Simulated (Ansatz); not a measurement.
## Computed map of one atom of the cell: Sn (beta-Sn type, space group I4_1/amd)

Sn (beta-Sn type, space group I4_1/amd)

```
Sn
1.0
   -2.91656     2.91656     1.57902
    2.91656    -2.91656     1.57902
    2.91656     2.91656    -1.57902
Sn
2
Direct
  0.75000   0.25000   0.50000
  0.00000   0.00000   0.00000
```

In this cell atom 2 (Sn, nearest neighbour Sn at 3.022 Å; its periodic images, 3.2 Å or more away, move with it) is moved by u·(0.707, 0.707, 0.000) + v·(0.000, 0.000, 1.000); the rest is frozen.

The numbers are results of PBEsol (plane waves to 420 eV, PAW, scalar-relativistic; Ansatz, a program for electronic structure), not measurements. k mesh 13×13×13 (Γ-centred), Fermi-Dirac smearing 0.05 eV. The energy includes the smearing's −TS. Compression counts positive. With partly filled bands, energies and forces of such displacements shift with the k mesh and the smearing. Sn was relaxed with its symmetry unable to fall. The PAW data are Ansatz's earlier set. ΔE is measured from the undisplaced structure. Axes are in Å.

ΔE (meV/cell), with u across and v down:

```tsv
v \ u	-0.450	-0.225	0.000	0.225	0.450
-0.450	434	129	33	129	434
-0.225	414	107	10	107	414
0.000	404	98	0	98	404
0.225	414	107	10	107	414
0.450	434	129	33	129	434
```

P (GPa), with u across and v down:

```
v \ u   -0.450  -0.225  0.000  0.225  0.450
------  ------  ------  -----  -----  -----
-0.450     4.7     1.3    0.2    1.3    4.7
-0.225     4.5     1.2    0.0    1.2    4.5
0.000      4.4     1.1    0.0    1.1    4.4
0.225      4.5     1.2    0.0    1.2    4.5
0.450      4.7     1.3    0.2    1.3    4.7
```

Read from the data:

- Principal force constants in the plane (five-point differences of the forces): 0.4 and 3.8 eV/Å²
- Softest direction at the centre: along v
- Centre of the map: a minimum
- Lowest place on the grid: u = 0.000 Å, v = 0.000 Å (0 meV/cell)
- Highest place on the grid, met at several equal points: u = -0.450 Å, v = -0.450 Å; u = 0.450 Å, v = -0.450 Å; u = -0.450 Å, v = 0.450 Å; u = 0.450 Å, v = 0.450 Å (434 meV/cell)

(A displaced cell: forces are minus the slopes of the energy, force constants its curvatures, and phonons follow from these.)
